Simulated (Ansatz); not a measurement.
Relaxed-ion elastic tensor of MgS (rock salt, space group No. 225) in GPa (Voigt order), PBEsol in the plane-wave PAW code Ansatz; density 2.69 g/cm³, 17.39 Å³ per atom.

|  | 1 | 2 | 3 | 4 | 5 | 6 |
|---|---|---|---|---|---|---|
| 1 | 153 | 40.9 | 40.9 | 0.0 | 0.0 | 0.0 |
| 2 | 40.9 | 153 | 40.9 | 0.0 | 0.0 | 0.0 |
| 3 | 40.9 | 40.9 | 153 | 0.0 | 0.0 | 0.0 |
| 4 | 0.0 | 0.0 | 0.0 | 54.2 | 0.0 | 0.0 |
| 5 | 0.0 | 0.0 | 0.0 | 0.0 | 54.2 | 0.0 |
| 6 | 0.0 | 0.0 | 0.0 | 0.0 | 0.0 | 54.2 |

Q: Is the crystal mechanically stable?

A: Yes: the smallest eigenvalue of C is 54.2 GPa.

Q: Work out the Voigt, Reuss and Hill averages.

A: K_V = 78.1, K_R = 78.1, K_H = 78.1; G_V = 54.8, G_R = 54.8, G_H = 54.8 GPa.

Q: Give Young's modulus, Poisson's ratio, Pugh's ratio and the universal anisotropy index.

A: E = 9KG/(3K + G) = 133 GPa; ν = 0.22; K/G = 1.43 (brittle by the Pugh limit of 1.75); A_U = 5G_V/G_R + K_V/K_R − 6 = 0.00.

Q: Estimate the sound speeds and the Debye temperature.

A: v_l = √((K + 4G/3)/ρ) = 7500 m/s, v_t = √(G/ρ) = 4510 m/s, mean 4990 m/s; Θ = (h/k)(3n/4πV)^(1/3) v_m = 574 K.

Q: Give the Zener ratio and Young's modulus along [100], [110] and [111].

A: A = 2C44/(C11 − C12) = 0.97; 1/E = S11 − 2(S11 − S12 − S44/2)Γ with Γ = 0, 1/4, 1/3 gives 135, 133, 132 GPa.

Space group Fm-3m (rock salt). Symmetry was held in the PBEsol relaxation; phonons on a q-mesh show no instability. The volume moved by -30 % from the start of the relaxation.

Potentials: the later of the program's two PAW sets.
